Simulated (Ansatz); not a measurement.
Calculated Na-23 NMR of the central transition for Ba4Na2W2O11

Cell: a computed structure from the Materials Project (it need not be an observed phase).

Space group Amm2 (No. 38); a = 8.7098, b = 8.4102, c = 8.5785 Å.

```csv
site,Wyckoff,site symmetry,x,y,z
Na1,2b,mm2,0.5000,0.0000,0.5161
Na2,2a,mm2,0.0000,0.0000,0.9785
Ba,8f,1,0.7210,0.7486,0.2730
W7,2a,mm2,0.0000,0.0000,0.5011
W8,2b,mm2,0.5000,0.0000,0.0202
O9,2b,mm2,0.5000,0.0000,0.2460
O10,2b,mm2,0.5000,0.0000,0.7894
O11,4e,m..,0.5000,0.2687,0.5129
O13,4c,.m.,0.7286,0.0000,0.0233
O15,4c,.m.,0.2226,0.0000,0.4927
O17,2a,mm2,0.0000,0.0000,0.7168
O18,4d,m..,0.0000,0.1994,0.3979
```

One atom of each set is listed; the run and its k-mesh use a cell of 19 atoms with edges of 8.71, 6.01, 6.01 Å.

The numbers come from a DFT calculation in Ansatz (PBE, plane waves and PAW, scalar-relativistic, 420 eV cutoff, Γ-centred 3×4×4 k-points, Fermi–Dirac smearing 0.02 eV).

Na-23 has I = 3/2 and Q = 104.0 mb (Pyykkö 2018); at 23.5 T its Larmor frequency is ν₀ = 264.8 MHz. Only the quadrupole interaction is simulated: positions count from each site's isotropic chemical shift, and J coupling is left out, as are shift anisotropy and dipolar coupling, which fast spinning averages.

Simulated pattern of one Na site (fast magic-angle spinning, Gaussian broadening 0.1 kHz):

offset (kHz), height and a bar:
```
   -2.592          0 
   -2.525          1 
   -2.458          5 #
   -2.391          8 ##
   -2.323          9 ###
   -2.256          9 ###
   -2.189          9 ###
   -2.122          9 ###
   -2.055         10 ###
   -1.988         10 ###
   -1.921         12 ####
   -1.853         22 ######
   -1.786         33 ##########
   -1.719         38 ###########
   -1.652         41 ############
   -1.585         45 #############
   -1.518         51 ###############
   -1.450         67 ####################
   -1.383         97 #############################
   -1.316         95 #############################
   -1.249         79 ########################
   -1.182         71 #####################
   -1.115         68 ####################
   -1.048         67 ####################
   -0.980         67 ####################
   -0.913         69 #####################
   -0.846         73 ######################
   -0.779         81 ########################
   -0.712         97 #############################
   -0.645        100 ##############################
   -0.577         82 #########################
   -0.510         70 #####################
   -0.443         63 ###################
   -0.376         58 #################
   -0.309         54 ################
   -0.242         51 ###############
   -0.175         42 ############
   -0.107         17 #####
   -0.040          2 
    0.027          0
```

(1) Which |C_Q| and η does the pattern imply?

## Answers

(1) The pattern spans 2.34 kHz before broadening and its centre of gravity is at -1.01 kHz, which fixes P_Q; the places of the horns and steps fix η. That gives P_Q = 3.27 MHz, |C_Q| = 3.19 MHz and η = 0.40, the values that the calculation gives site Na2 (5 O at 2.25–2.62 Å). The other sites have |C_Q| = 2.11 MHz. The sign of C_Q can't be read from the pattern.

The largest force is 1.1 eV/Å, so the atoms aren't at the calculated equilibrium and relaxing them would move these values.
